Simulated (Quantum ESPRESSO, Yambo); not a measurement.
Ba2MgWO6 (space group Fm-3m, No. 225). The geometry is that of Materials Project entry mp-18986, symmetrised and not relaxed again. Chain: PBEsol (Quantum ESPRESSO, PseudoDojo norm-conserving, 84 Ry, scalar-relativistic); G0W0 in Yambo (2×2×2 Γ-centred k mesh, bands 3 to 214 and a 7 Ry block in the screening, 214 bands in G with the Bruneval-Gonze terminator, plasmon pole fitted at 27.2 eV); BSE (4×4×4 mesh, 12 valence and 3 conduction bands, static screening with 91 bands and a 3 Ry block, scissor 1.73 eV, Tamm-Dancoff).

| Item | Result |
|---|---|
| PBEsol gap (dense path) | 2.73 eV |
| PBEsol gap Γ → X on the GW mesh | 2.73 eV |
| PBEsol smallest direct gap on the GW mesh, at X | 2.78 eV |
| G0W0 direct gap at that point | 4.51 eV |
| G0W0 correction to the gap Γ → X | 1.72 eV |
| direct gap on the BSE mesh, with the scissor | 4.51 eV |
| first BSE state allowed for light along x | 4.21 eV |
| lowest BSE state | 3.57 eV |
| binding of the lowest exciton | 0.94 eV |

Rough cost of the Yambo steps against G0W0 for 4 states: BSE within a factor of two.

Nearest settings tried, and what they do to the gap: 91 bands in G: +46 meV. Not varied: bands in W, block, mesh. So the settings aren't converged at that level. The k mesh is coarse. The BSE states are vertical excitations (zero momentum). Convergence of the binding with the mesh was not shown.

Spin-orbit coupling is left out, which matters for elements this heavy: edges can move by tenths of an eV.
